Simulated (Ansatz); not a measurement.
YPO4:
```xyz
12
Lattice="-3.4520 3.4520 3.0126 3.4520 -3.4520 3.0126 3.4520 3.4520 -3.0126" Properties=species:S:1:pos:R:3 pbc="T T T"
Y      0.0000     0.0000     0.0000
Y      0.0000     3.4520     1.5063
P      3.4520     0.0000     1.5063
P      0.0000     0.0000     3.0126
O      3.4520     2.2462    -0.9598
O      4.6577     0.0000     0.5464
O      0.0000     1.2057     2.0527
O      2.2462     0.0000     0.5464
O      3.4520     1.2057     2.4661
O      1.2057     0.0000     3.9724
O      3.4520    -1.2057     2.4661
O      2.2462     3.4520     0.9598
```

r²SCAN (plane waves, PAW; program Ansatz) gives a gap of 6.59 eV without spin–orbit coupling, maximum at Γ, minimum on the Γ–X line, 69 % of the way from Γ.

Problem. What happens when spin–orbit coupling is switched on?

Solution. The gap is nearly the same, to 6.59 eV; maximum at Γ, minimum on the Γ–X line, 69 % of the way from Γ.

Problem. Give the electron effective mass with spin–orbit coupling.

Solution. 1.4, 1.4, 1.9 mₑ (principal values).

Problem. Give the hole effective mass with spin–orbit coupling.

Solution. 1.9 along x (mₑ).

Space group I4_1/amd. The workflow started from a Materials Project entry (that database holds measured and hypothetical structures alike); the Crystallography Open Database files this formula in space group No. 141, but the cells were not matched. Whether it is the stable phase at ambient conditions was not checked. Symmetry was held in the r²SCAN relaxation; whether a distortion lowers the energy is not shown. The run is not spin-polarised.

Potentials: the later of the program's two PAW sets.
